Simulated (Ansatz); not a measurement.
Crystals of one structure type (bcc (W type)), relaxed and computed with DFT-PBE in the program Ansatz with PAW potentials.

```tsv
crystal	a (Å)	spin order and moments (μB)
Li	3.435	not spin-polarised
V	2.996	moments vanished
Nb	3.309	not spin-polarised
Mo	3.160	not spin-polarised
Cs	6.163	not spin-polarised
Ba	5.020	not spin-polarised
Ta	?	not spin-polarised
W	3.184	not spin-polarised
```

**Question.** What belongs in the gaps?

**Answer.** 
- Ta, a (Å): 3.319

Began spin-polarised and lost the moments: V, bcc (W type). All cells were relaxed under the symmetry of their starts (and spin orders); stability against distortions was not tested throughout. Rows with no word on spin ran without spin polarisation. Scalar-relativistic: spin–orbit coupling is off unless named, which matters more the heavier the elements.

Potentials: the later of the program's two PAW sets.
